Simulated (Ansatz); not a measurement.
CuO in space group P-6m2 (No. 187; Cu on 1a, O on 1f) at seven volumes, the program Ansatz at the PBE level (PAW), shape and atoms relaxed at each. One row is withheld.

```tsv
V (Å³/atom)	P (GPa)
8.810	19.09
9.100	11.62
9.390	5.32
9.681	0.00
9.971	-4.50
10.262	-8.29
10.552	?
```

Fit the shown pressures and predict the withheld one.

P = (3/2)B₀(x^(7/2) − x^(5/2))[1 + (3/4)(B′ − 4)(x − 1)] with x = (V₀/V)^(2/3). Least squares on the six rows gives V₀ = 9.681 Å³/atom, B₀ = 163 GPa, B′ = 4.64. At V = 10.552, x = 0.9442 and P = -11.50 GPa. The run itself gave -11.46 GPa.

The cell is a constructed one: a structure type filled with these elements; neither database checked (COD, Materials Project) lists it. It is not the phase usual at ambient conditions (space group No. 15). Symmetry was held in the PBE relaxation; its stability against distortions is not shown here. The run is not spin-polarised. No Hubbard U is applied.

Potentials: the later of the program's two PAW sets.
